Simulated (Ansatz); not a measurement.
Al2O3:
Space group R-3c, hexagonal axes (No. 167); a = 4.758 Å, b = 4.758 Å, c = 12.992 Å, α = 90.00°, β = 90.00°, γ = 120.00°

| atom | site | symmetry | x | y | z |
|---|---|---|---|---|---|
| Al | 12c | 3. | 0.0000 | 0.0000 | 0.1482 |
| O | 18e | .2 | 0.3063 | 0.3063 | 0.7500 |
(The calculation used a cell of 10 atoms; values per cell refer to that cell.)

Relaxed with r²SCAN. r²SCAN in the plane-wave PAW code Ansatz gives a gap of 7.15 eV.

### Question
What gap does HSE06 give on the same cell (Ansatz, PAW)?

### Answer
8.12 eV, 0.97 eV more. The hybrid was solved on a coarser mesh and at special points; its gap is the smallest among all of these.

```tsv
k	v1 r²SCAN	c1 r²SCAN	v1 HSE06	c1 HSE06
Γ	0.00	7.15	0.00	8.12
T	-0.39	9.64	___	___
L	-0.29	10.44	___	___
F	-0.26	10.62	-0.31	11.54
S0	-0.29	10.55	___	___
H0	-0.52	10.74	___	___
```

### Question
Top valence (v1) and lowest conduction level (c1) in eV from each method's valence maximum (which need not be a listed point): supply the withheld HSE06 values.

### Answer

- L, v1 HSE06: -0.33
- L, c1 HSE06: 11.48
- S0, v1 HSE06: -0.34
- S0, c1 HSE06: 11.55
- H0, v1 HSE06: -0.58
- H0, c1 HSE06: 11.73
- T, v1 HSE06: -0.42
- T, c1 HSE06: 10.66

Cost on shared cores: the r²SCAN run (SCF on a 7×7×7 mesh, then bands and DOS) very roughly 40 core-seconds, the HSE06 run (SCF on 4×4×4, then a few points) about 70 core-seconds (a rough figure); the tasks are unlike.

Symmetry was held in the r²SCAN relaxation; phonons on a q-mesh show no instability.

Potentials: the earlier of the program's two PAW sets.
